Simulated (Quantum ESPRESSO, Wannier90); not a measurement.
# Tight-binding from DFT: HgTe (zinc blende)

```xyz
2
Lattice="0.0000 3.2900 3.2900 3.2900 0.0000 3.2900 3.2900 3.2900 0.0000" Properties=species:S:1:pos:R:3 pbc="T T T"
Hg     0.0000     0.0000     0.0000
Te    -1.6450    -1.6450    -1.6450
```

Materials Project entry mp-2730; symmetrised, unrelaxed at this level. COD (Crystallography Open Database) has the formula in 2 space groups, this one among them (matched by group alone). Method: PBEsol plane waves in Quantum ESPRESSO 7.5 (PseudoDojo norm-conserving files, 66 Ry, no spin polarisation, no spin-orbit coupling), Bloch states on a 8×8×8 mesh through Γ, Wannier90 4.0.1. Density: 8×8×8 mesh, Gaussian smearing 0.01 Ry. Spin-orbit coupling is left out although heavy elements are present.

A tight-binding model is made by disentanglement and projection with no localisation steps (num_iter = 0), so the 8 orbitals stay atom-like: hydrogen-like Hg: s;p; Te: s;p, axes along x, y, z; frozen window up to 1.50 eV relative to the Fermi level. It follows pw.x to 2.2 meV rms for states up to 1.0 eV relative to the Fermi level. Matrix elements depend on this choice of orbitals and windows. Bands 11–15 (Hg 5d 93 %, Te 5p 4 %) lie between the kept ones and are excluded.

The 30 largest hoppings ⟨m,0|H|n,R⟩ between different sites (one of each Hermitian pair; signs follow the real orbitals' lobes; the list may end inside a set of equal values):

```
m            n      R  distance of the centres (Å)  t (eV)
------  ------  -----  ---------------------------  ------
Hg1 pz  Te2 px  0 0 1                         2.85  -1.131
Hg1 pz  Te2 py  0 0 1                         2.85  -1.131
Hg1 pz  Te2 py  0 1 0                         2.85  -1.131
Hg1 pz  Te2 px  1 0 0                         2.85  -1.131
Hg1 px  Te2 pz  0 0 1                         2.85  -1.131
Hg1 px  Te2 pz  1 0 0                         2.85  -1.131
Hg1 px  Te2 py  0 0 1                         2.85   1.131
Te2 py  Hg1 px  0 0 0                         2.85   1.131
Hg1 pz  Te2 px  0 1 0                         2.85   1.131
Hg1 px  Te2 py  1 0 0                         2.85  -1.131
Hg1 pz  Te2 py  1 0 0                         2.85   1.131
Te2 px  Hg1 pz  0 0 0                         2.85   1.131
Hg1 py  Te2 pz  0 0 1                         2.85  -1.131
Hg1 px  Te2 py  0 1 0                         2.85  -1.131
Te2 py  Hg1 pz  0 0 0                         2.85   1.131
Hg1 py  Te2 pz  0 1 0                         2.85  -1.131
Te2 pz  Hg1 px  0 0 0                         2.85   1.131
Hg1 px  Te2 pz  0 1 0                         2.85   1.131
Hg1 py  Te2 px  0 0 1                         2.85   1.131
Te2 px  Hg1 py  0 0 0                         2.85   1.131
Hg1 py  Te2 px  0 1 0                         2.85  -1.131
Hg1 py  Te2 px  1 0 0                         2.85  -1.130
Te2 pz  Hg1 py  0 0 0                         2.85   1.130
Hg1 py  Te2 pz  1 0 0                         2.85   1.130
Hg1 s    Te2 s  0 0 1                         2.85  -1.126
Hg1 s    Te2 s  0 1 0                         2.85  -1.126
Hg1 s    Te2 s  1 0 0                         2.85  -1.126
Te2 s    Hg1 s  0 0 0                         2.85  -1.126
Hg1 pz   Te2 s  0 0 1                         2.85   1.082
Hg1 pz   Te2 s  0 1 0                         2.85  -1.082
```
